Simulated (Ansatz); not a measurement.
Data:

GaCuSe₂:
```cif
data_CuGaSe2
_chemical_formula_sum 'Ga1 Cu1 Se2'
_space_group_name_H-M_alt 'P 1'
_space_group_IT_number 1
_cell_length_a 6.48109
_cell_length_b 6.48109
_cell_length_c 6.48109
_cell_angle_alpha 33.728
_cell_angle_beta 33.728
_cell_angle_gamma 33.728
loop_
_space_group_symop_operation_xyz
  'x, y, z'
loop_
_atom_site_label
_atom_site_type_symbol
_atom_site_fract_x
_atom_site_fract_y
_atom_site_fract_z
_atom_site_occupancy
Ga1 Ga 0.00000 0.00000 0.00000 1
Cu1 Cu 0.50000 0.50000 0.50000 1
Se1 Se 0.24682 0.24682 0.24682 1
Se2 Se 0.75318 0.75318 0.75318 1
```

This is the PBE-relaxed structure.

Task: All from the program Ansatz at the PBE level (PAW), unless another level is named. Estimate the electronic character.

Result: metallic (no gap).

Task: Next, the formation energy from the elements (no fitted shifts)?

Result: -0.25 eV/atom.

Task: And the density of states at the Fermi level?

Result: 0.63 states/eV per atom (mean over ±0.08 eV).

Space group R-3m. A made-up cell: these elements were put on the sites of a structure type; neither database checked (COD, Materials Project) lists it. It is not the phase usual at ambient conditions (space group No. 122). The cell was relaxed with PBE under the symmetry of its start; whether a distortion lowers the energy is not shown. No spin polarisation was allowed. The references are the lowest solids computed at this level, not always the standard phases. Spin–orbit coupling is left out wherever it is not named.

Potentials: the later of the program's two PAW sets.
